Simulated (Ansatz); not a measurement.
## Pressure against volume: TiZn3

```
Ti Zn
1.0
     3.93220    0.00000    0.00000
     0.00000    3.93220    0.00000
     0.00000    0.00000    3.93220
Ti Zn
1 3
Direct
  0.00000 0.00000 0.00000
  0.00000 0.50000 0.50000
  0.50000 0.00000 0.50000
  0.50000 0.50000 0.00000
```

The cell comes from COD entry 1527931, which wasn't checked; take it as a given geometry.

Methods: DFT, LDA, all-electron LAPW, scalar-relativistic (Ansatz 0.2.0); DFT, LDA, PAW with Ansatz's default frozen-core files, scalar-relativistic (Ansatz 0.2.0).

For LAPW: a Γ-centred 9×9×9 k mesh, Fermi–Dirac smearing of 0.05 eV, basis error target 1 meV/atom, no spin polarisation. PAW takes a cutoff of 420 eV at this cell (files made with PBE, cores remade for this functional). The Ansatz runs share mesh, smearing and spin set-up. Plane-wave (PAW) pressures include the program's estimate of the Pulay term.

The cell above is scaled evenly, with fractional coordinates and shape held.

```json
{"V/V(cell)": "0.9400", "V (Å³/atom)": "14.288", "P, LAPW (GPa)": "-4.22", "P, PAW (GPa)": "-4.21"}
{"V/V(cell)": "0.9600", "V (Å³/atom)": "14.592", "P, LAPW (GPa)": "-6.35", "P, PAW (GPa)": "-6.35"}
{"V/V(cell)": "0.9800", "V (Å³/atom)": "14.896", "P, LAPW (GPa)": "-8.24", "P, PAW (GPa)": "-8.23"}
{"V/V(cell)": "0.9900", "V (Å³/atom)": "15.048", "P, LAPW (GPa)": "-9.10", "P, PAW (GPa)": "-9.09"}
{"V/V(cell)": "1.0000", "V (Å³/atom)": "15.200", "P, LAPW (GPa)": "-9.90", "P, PAW (GPa)": "-9.89"}
{"V/V(cell)": "1.0100", "V (Å³/atom)": "15.352", "P, LAPW (GPa)": "-10.66", "P, PAW (GPa)": "-10.65"}
{"V/V(cell)": "1.0200", "V (Å³/atom)": "15.504", "P, LAPW (GPa)": "-11.36", "P, PAW (GPa)": "-11.35"}
{"V/V(cell)": "1.0400", "V (Å³/atom)": "15.808", "P, LAPW (GPa)": "-12.65", "P, PAW (GPa)": "-12.64"}
{"V/V(cell)": "1.0600", "V (Å³/atom)": "16.112", "P, LAPW (GPa)": "-13.78", "P, PAW (GPa)": "-13.76"}
```
